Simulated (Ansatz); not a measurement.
## Wurtzite alloy of GaN and AlN (12 of 48 Ga sites exchanged), 96 atoms

Ansatz, PAW, plane waves. PBEsol relaxation of cell lengths and atoms (angles held) at the single k point (¼, ¼, ¼) without its symmetry partners; single points on the relaxed atoms at the single k point (¼, ¼, ¼) without its symmetry partners, onto which points of the small cell's zone fold. Arrangement: random. No spin–orbit coupling unless named.

Relaxed structure:

```
CELL_PARAMETERS angstrom
9.48994 0.00000 0.00000
0.00000 10.96109 0.00000
0.00000 0.00000 10.28414
ATOMIC_POSITIONS crystal
Ga 0.16670 0.08204 0.24872
Ga 0.16681 0.08199 0.75057
Ga 0.99864 0.33352 0.74873
Ga 0.50025 0.08374 0.24877
Ga 0.50111 0.08472 0.75052
Ga 0.33271 0.33287 0.24878
Ga 0.33396 0.33387 0.75067
Ga 0.16632 0.58432 0.24955
Ga 0.16712 0.58374 0.74976
Ga 0.00058 0.83421 0.74987
Ga 0.83266 0.08415 0.24965
Ga 0.83158 0.08448 0.74955
Ga 0.66735 0.33282 0.25046
Ga 0.49959 0.58380 0.25072
Ga 0.33269 0.83357 0.74967
Ga 0.83352 0.58289 0.25146
Ga 0.83168 0.58212 0.74772
Ga 0.66676 0.83283 0.25051
Ga 0.66596 0.83216 0.74885
Ga 0.99931 0.16697 0.49853
Ga 0.00038 0.16600 0.00034
Ga 0.33367 0.16575 0.49962
Ga 0.16555 0.41653 0.49883
Ga 0.16652 0.41595 0.00078
Ga 0.99876 0.66787 0.49870
Ga 0.99964 0.66783 0.00063
Ga 0.50155 0.41661 0.50137
Ga 0.50068 0.41568 0.99765
Ga 0.33403 0.66832 0.49965
Ga 0.33406 0.66755 0.99973
Ga 0.83256 0.41558 0.99968
Ga 0.66586 0.66605 0.99890
Ga 0.49967 0.91692 0.49839
Ga 0.49900 0.91826 0.00055
Ga 0.83360 0.91671 0.49859
Ga 0.83354 0.91749 0.00054
Al 0.99967 0.33357 0.25034
Al 0.00118 0.83424 0.24923
Al 0.66687 0.33362 0.74807
Al 0.50046 0.58306 0.74823
Al 0.33160 0.83393 0.24913
Al 0.33333 0.16568 0.99902
Al 0.66664 0.16786 0.50005
Al 0.66594 0.16777 0.99803
Al 0.16643 0.91635 0.49731
Al 0.16687 0.91699 0.00108
Al 0.83286 0.41615 0.49895
Al 0.66680 0.66568 0.50030
N 0.00026 0.17018 0.19054
N 0.00033 0.16610 0.68829
N 0.33296 0.16609 0.18392
N 0.33317 0.16682 0.68882
N 0.16267 0.41572 0.19059
N 0.16655 0.41665 0.68809
N 0.99902 0.67066 0.19071
N 0.99938 0.66701 0.68824
N 0.66658 0.16695 0.18269
N 0.66607 0.17101 0.68508
N 0.50040 0.41699 0.18773
N 0.50344 0.41840 0.69201
N 0.33361 0.67031 0.18978
N 0.33709 0.66533 0.68962
N 0.16634 0.91298 0.18644
N 0.16682 0.91621 0.68222
N 0.83677 0.41504 0.18961
N 0.82969 0.41441 0.68430
N 0.66694 0.66592 0.18777
N 0.66271 0.66477 0.68527
N 0.49648 0.91472 0.19077
N 0.49970 0.91770 0.68824
N 0.83678 0.91546 0.19071
N 0.83289 0.91695 0.68830
N 0.16645 0.08011 0.43869
N 0.17000 0.08072 0.94172
N 0.99598 0.33519 0.43547
N 0.99987 0.33279 0.93761
N 0.50440 0.08562 0.43878
N 0.50020 0.08733 0.94104
N 0.33387 0.33328 0.43839
N 0.33255 0.32919 0.94042
N 0.16672 0.58406 0.43872
N 0.16657 0.58330 0.93942
N 0.00312 0.83568 0.43446
N 0.00369 0.83625 0.93965
N 0.82856 0.08520 0.43953
N 0.82945 0.08540 0.93972
N 0.67005 0.33151 0.44073
N 0.66715 0.32987 0.93372
N 0.50328 0.58479 0.44020
N 0.49935 0.58301 0.93327
N 0.32973 0.83588 0.43454
N 0.32949 0.83596 0.93946
N 0.82942 0.58116 0.44212
N 0.83342 0.58299 0.93751
N 0.66668 0.82884 0.44030
N 0.66602 0.83376 0.93858
```

(1) What are the mean bond lengths by pair (pairs within 1.2 times the sum of covalent radii, less contacts 15 % beyond the pair's median; cation–cation pairs of compounds aside; long ionic contacts are cut short by that bound)?

(2) What gap lies between the top filled and the lowest empty level in the single points?

Results:

(1) Al–N 1.898 ± 0.005 Å (standard deviation, 48 bonds); Ga–N 1.947 ± 0.006 Å (standard deviation, 144 bonds).

(2) r²SCAN 3.94 eV (12 s on NVIDIA H100). Away from Γ this isn't the crystal's band gap.
